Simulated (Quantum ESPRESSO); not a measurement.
## Ta6AgRu (input and log of a self-consistent run)

A calculation, not a measurement. The program is pw.x of Quantum ESPRESSO 7.5 (plane-wave density functional theory). The cell is made up: eight metal atoms on a hexagonal close-packed lattice, with elements, volume, strain and displacements drawn at random and not relaxed, so it may be unstable or far from any real phase. PseudoDojo standard norm-conserving files set the functional (PBE unless stated); there is no spin polarisation or spin-orbit coupling, the Fermi-Dirac width of 0.25 eV means electrons at about 2900 K, and the masses in the input are unused placeholders. Heavy elements are run without spin-orbit coupling, which real alloys of them have. A spin test at this wide smearing found no moment, but such smearing suppresses magnetism that the real alloy may have.

Input:

```
&control calculation='scf', pseudo_dir='./dojo.nc.sr.pbe.v0_5.standard.upf', outdir='./o', disk_io='minimal', tprnfor=.true., tstress=.true. /
&system ibrav=0, nat=8, ntyp=3, nbnd=74, ecutwfc=84.00895049, nosym=.true., tot_charge=0,
 occupations='smearing', smearing='fd', degauss=0.0183746611
/
&electrons conv_thr=1.470e-08, electron_maxstep=70, mixing_beta=0.5 /
ATOMIC_SPECIES
Ag 1.0 Ag.upf
Ru 1.0 Ru.upf
Ta 1.0 Ta.upf
CELL_PARAMETERS angstrom
2.8791 0.0062 0.0114
1.4153 -2.5004 -4.8115
1.4368 7.7111 -4.9146
ATOMIC_POSITIONS angstrom
Ta -0.0697 -0.0222 0.005
Ag 1.373 2.6264 -4.8817
Ta 1.4571 -0.7599 -2.4215
Ru 2.8006 1.806 -7.2606
Ta 2.7789 5.1737 -4.8382
Ta 2.8945 0.0574 -4.7747
Ta 2.9303 1.6948 -2.4709
Ta 4.2657 4.3221 -7.2875
K_POINTS automatic
8 4 3 1 1 1
```

The log is shortened where brackets say so; the opening notice, blank lines, dates and the lines on written files are dropped, and the path of the files is cut. It prints rydbergs, bohrs and kilobars, and counts compression as positive stress. Its total energy is the free energy E - TS of the whole cell.

```
     Program PWSCF v.7.5
     Parallel version (MPI & OpenMP), running on       4 processor cores
     Number of MPI processes:                 4
     Threads/MPI process:                     1
     [start-up lines left out]
     bravais-lattice index     =            0
     lattice parameter (alat)  =       5.4408  a.u.
     unit-cell volume          =     960.7307 (a.u.)^3
     number of atoms/cell      =            8
     number of atomic types    =            3
     number of electrons       =       113.00
     number of Kohn-Sham states=           74
     kinetic-energy cutoff     =      84.0090  Ry
     charge density cutoff     =     336.0358  Ry
     scf convergence threshold =      1.5E-08
     mixing beta               =       0.5000
     number of iterations used =            8  plain     mixing
     Exchange-correlation= PBE
                           (   1   4   3   4   0   0   0)
     [axes and pseudopotential details left out]
   Cartesian axes
     site n.     atom                  positions (alat units)
         1        Ta     tau(   1) = (  -0.0242087  -0.0077107   0.0017366  )
         2        Ag     tau(   2) = (   0.4768803   0.9122203  -1.6955474  )
         3        Ta     tau(   3) = (   0.5060905  -0.2639340  -0.8410529  )
         4        Ru     tau(   4) = (   0.9727247   0.6272730  -2.5218041  )
         5        Ta     tau(   5) = (   0.9651877   1.7969669  -1.6804386  )
         6        Ta     tau(   6) = (   1.0053387   0.0199366  -1.6583833  )
         7        Ta     tau(   7) = (   1.0177730   0.5886502  -0.8582109  )
         8        Ta     tau(   8) = (   1.4815938   1.5011830  -2.5311472  )
     number of k points=    48  Fermi-Dirac smearing, width (Ry)=  0.0184
                       cart. coord. in units 2pi/alat
        k(    1) = (   0.0627227   0.0109893  -0.0620591), wk =   0.0416667
        k(    2) = (   0.0627406  -0.1759961   0.0351172), wk =   0.0416667
     [further k points left out]
     Dense  grid:    99813 G-vectors     FFT dimensions: (  32,  64, 108)
     Estimated max dynamical RAM per process >     357.89 MB
     Estimated total dynamical RAM >       1.33 GB
     Initial potential from superposition of free atoms
     starting charge     112.9933, renormalised to     113.0000
     Starting wfcs are   80 randomized atomic wfcs
     total cpu time spent up to now is        7.4 secs
     per-process dynamical memory:   282.1 Mb
     Self-consistent Calculation
     iteration #  1     ecut=    84.01 Ry     beta= 0.50
     Davidson diagonalization with overlap
     ethr =  1.00E-02,  avg # of iterations =  2.5
     total cpu time spent up to now is       25.1 secs
     total energy              =   -1288.91304468 Ry
     estimated scf accuracy    <       6.64845406 Ry
     iteration #  2     ecut=    84.01 Ry     beta= 0.50
     Davidson diagonalization with overlap
     ethr =  5.88E-03,  avg # of iterations =  4.1
     total cpu time spent up to now is       46.4 secs
     total energy              =   -1285.46888559 Ry
     estimated scf accuracy    <     147.58070005 Ry
     iteration #  3     ecut=    84.01 Ry     beta= 0.50
     Davidson diagonalization with overlap
     ethr =  5.88E-03,  avg # of iterations =  4.9
     total cpu time spent up to now is       68.5 secs
     total energy              =   -1293.11257203 Ry
     estimated scf accuracy    <       4.78748687 Ry
     iteration #  4     ecut=    84.01 Ry     beta= 0.50
     Davidson diagonalization with overlap
     ethr =  4.24E-03,  avg # of iterations =  1.0
     total cpu time spent up to now is       82.4 secs
     total energy              =   -1293.27752602 Ry
     estimated scf accuracy    <       1.60930203 Ry
     iteration #  5     ecut=    84.01 Ry     beta= 0.50
     Davidson diagonalization with overlap
     ethr =  1.42E-03,  avg # of iterations =  1.9
     total cpu time spent up to now is       97.5 secs
     total energy              =   -1293.25904456 Ry
     estimated scf accuracy    <       2.00584407 Ry
     [iterations 6 to 14 left out]
     iteration # 15     ecut=    84.01 Ry     beta= 0.50
     Davidson diagonalization with overlap
     ethr =  1.86E-10,  avg # of iterations =  2.3
     total cpu time spent up to now is      261.8 secs
     total energy              =   -1293.35582854 Ry
     estimated scf accuracy    <       0.00000010 Ry
     iteration # 16     ecut=    84.01 Ry     beta= 0.50
     Davidson diagonalization with overlap
     ethr =  9.02E-11,  avg # of iterations =  2.0
     total cpu time spent up to now is      277.3 secs
     total energy              =   -1293.35582853 Ry
     estimated scf accuracy    <       0.00000074 Ry
     iteration # 17     ecut=    84.01 Ry     beta= 0.50
     Davidson diagonalization with overlap
     ethr =  9.02E-11,  avg # of iterations =  2.0
     total cpu time spent up to now is      292.7 secs
     total energy              =   -1293.35582856 Ry
     estimated scf accuracy    <       0.00000011 Ry
     iteration # 18     ecut=    84.01 Ry     beta= 0.50
     Davidson diagonalization with overlap
     ethr =  9.02E-11,  avg # of iterations =  1.0
     total cpu time spent up to now is      306.5 secs
     total energy              =   -1293.35582857 Ry
     estimated scf accuracy    <       0.00000002 Ry
     iteration # 19     ecut=    84.01 Ry     beta= 0.50
     Davidson diagonalization with overlap
     ethr =  1.36E-11,  avg # of iterations =  2.0
     total cpu time spent up to now is      321.5 secs
     End of self-consistent calculation
     [lines on levels left out]
!    total energy              =   -1293.35582856 Ry
     estimated scf accuracy    <          2.9E-09 Ry
     smearing contrib. (-TS)   =      -0.13434437 Ry
     internal energy E=F+TS    =   -1293.22148419 Ry
     The total energy is F=E-TS. E is the sum of the following terms:
     one-electron contribution =    -321.32229436 Ry
     hartree contribution      =     218.46649102 Ry
     xc contribution           =    -257.94657424 Ry
     ewald contribution        =    -932.41910661 Ry
     convergence has been achieved in  19 iterations
     Forces acting on atoms (cartesian axes, Ry/au):
     atom    1 type  3   force =    -0.00864696    0.00725173   -0.00049362
     atom    2 type  1   force =     0.00522168   -0.00285162   -0.00253912
     atom    3 type  3   force =     0.00835254   -0.03133489    0.01230648
     atom    4 type  2   force =     0.00228774   -0.00965072   -0.01135160
     atom    5 type  3   force =    -0.00590952   -0.01355945    0.02865487
     atom    6 type  3   force =    -0.00187623    0.02396557   -0.06546977
     atom    7 type  3   force =    -0.00039696    0.06007871    0.00908217
     atom    8 type  3   force =     0.00096772   -0.03389933    0.02981060
     Total force =     0.115042     Total SCF correction =     0.000213
     Computing stress (Cartesian axis) and pressure
          total   stress  (Ry/bohr**3)                   (kbar)     P=       24.21
   0.00013939   0.00011948  -0.00001515           20.51       17.58       -2.23
   0.00011948  -0.00000840   0.00001590           17.58       -1.24        2.34
  -0.00001515   0.00001590   0.00036271           -2.23        2.34       53.36
     init_run     :      7.03s CPU      7.27s WALL (       1 calls)
     electrons    :    309.06s CPU    314.13s WALL (       1 calls)
     forces       :      2.94s CPU      2.97s WALL (       1 calls)
     stress       :     10.41s CPU     10.59s WALL (       1 calls)
     [timing details left out]
     PWSCF        :   5m29.57s CPU   5m35.15s WALL
     JOB DONE.
```

In other units: free energy -17597.003 eV for the cell, pressure 2.42 GPa, largest force component 1.683 eV/Å in size. The run took 337 s of wall time with four MPI processes on a shared machine (Intel Xeon, 2023 or later, virtual cores), so the time is rough. A rerun of this cell at a higher cutoff and on a denser mesh moved values by no more than 0.004 eV in energy, 0.04 GPa in stress and 0.005 eV/Å in force, and a second program with other atomic files agreed on that cell to 2 % rms in force and 0.5 GPa in pressure.